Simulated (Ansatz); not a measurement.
AgCl (rock salt, space group No. 225), plane-wave PAW PBE (Ansatz code). The conduction-band minimum lies at Γ, with 1 equivalent valley. Second derivatives d²E/dk² of the lowest band at one valley (eV·Å²), along Cartesian directions:

```
direction  d²E/dk²
---------  -------
[100]        28.35
[010]        28.35
[001]        28.35
[110]        28.34
[101]        28.34
[011]        28.34
```

### Question
Find the principal effective masses, the density-of-states mass and the conductivity mass.

### Answer
Off-diagonal terms follow from H_xy = H[110] − (H_xx + H_yy)/2, and m*/mₑ = 7.620 eV·Å² over each eigenvalue: 0.27, 0.27, 0.27. One valley's DOS mass (m₁m₂m₃)^(1/3) = 0.27, conductivity mass 3/(Σ 1/mᵢ) = 0.27 mₑ.

### Question
What effective density of states Nc follows at 300 K for parabolic valleys?

### Answer
Nc = 2.509e19 × 1 × (0.27)^(3/2) ≈ 3.5e18 cm⁻³.

### Question
With the computed static dielectric constant 15.4 (mean of the diagonal), estimate a hydrogenic donor's binding energy and radius.

### Answer
E = 13.606 eV × 0.27/15.4² ≈ 15 meV; a = 0.529 Å × ε/m* ≈ 30 Å. Semilocal masses tend to be too small where the gap is.

### Question
With ε∞ = 4.98 and ω_LO = 162 cm⁻¹, what Fröhlich coupling constant follows?

### Answer
α = (1/ε∞ − 1/ε0) √(m* × 13.606 eV/ħω_LO) = 1.8.

Space group Fm-3m (rock salt). The PBE relaxation kept the symmetry of its start; phonons on a q-mesh show no instability. The run is not spin-polarised. Scalar-relativistic: spin–orbit coupling is off unless named, which matters more the heavier the elements.

Potentials: the later of the program's two PAW sets.
